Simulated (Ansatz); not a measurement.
Au:
```
Au
1.0
    0.00000     2.04087     2.04087
    2.04087     0.00000     2.04087
    2.04087     2.04087     0.00000
Au
1
Direct
  0.00000   0.00000   0.00000
```

Relaxed with PBEsol. Special points in fractions of this cell's reciprocal vectors: Γ (0.000, 0.000, 0.000); X (0.500, 0.000, 0.500); U (0.625, 0.250, 0.625); K (0.375, 0.375, 0.750); L (0.500, 0.500, 0.500); W (0.500, 0.250, 0.750).

Q: List the band energies nearest the Fermi level at these points for PBEsol (plane waves, PAW; program Ansatz).

A: In eV from the Fermi level; about four levels below and three above (degenerate sets whole), none deeper than 8.9 eV; … stands for higher levels left out; points with the same levels are listed once.

```csv
k,below,above
Γ,-4.82 -4.82 -4.82 -3.28 -3.28,…
X,-6.91 -2.11 -1.74 -1.74,0.81 …
U,-5.99 -3.98 -3.00 -2.20,3.69 …
L,-4.86 -4.86 -2.07 -2.07 -1.18,…
W,-5.31 -5.31 -3.44 -1.74,4.58 …
```

Space group Fm-3m (fcc (Cu type)). Symmetry was held in the PBEsol relaxation. Spin–orbit coupling is left out wherever it is not named.

Potentials: the later of the program's two PAW sets.
